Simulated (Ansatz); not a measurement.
**How the vibrations of Al3Ru2 change with volume**

The calculation used DFT LDA, scalar-relativistic, plane waves, PAW (Ansatz). Cutoff 420 eV, 16×16×16 k-points (Γ-centred), Fermi-Dirac smearing of 0.15 eV. No spin polarisation. Phonons by linear response, acoustic sum rule imposed.

Relaxed structure:
Space group I4/mmm (No. 139). a = 3.050 Å, b = 3.050 Å, c = 14.157 Å, α = 90.00°, β = 90.00°, γ = 90.00°
```csv
atom,site,symmetry,x,y,z
Al,2a,4/mmm,0.0000,0.0000,0.0000
Al,4e,4mm,0.5000,0.5000,0.3062
Ru,4e,4mm,0.5000,0.5000,0.1055
```

In a metal, frequencies depend on the k mesh and the smearing, soft modes most.

Cells at 0.98 and 1.02 times the equilibrium volume were relaxed in shape and atoms; γ = −d ln ν / d ln V, modes matched by rank.

**Question.** Give the optical frequencies at Γ (cm⁻¹) at the three volumes and the mode Grüneisen parameters.

**Answer.**
```
0.98 V    V  1.02 V     γ  degeneracy
   153  148     143  1.69           2
   194  185     176  2.43           1
   272  263     253  1.82           2
   281  269     258  2.15           1
   307  297     287  1.65           2
   374  360     347  1.86           2
   413  400     388  1.61           1
   415  403     392  1.39           1
```

**Question.** What pressures hold the two strained cells, and what bulk modulus follows?

**Answer.** 4.20 GPa at 0.98 V and -3.76 GPa at 1.02 V, so B = −dP/d ln V ≈ 199 GPa.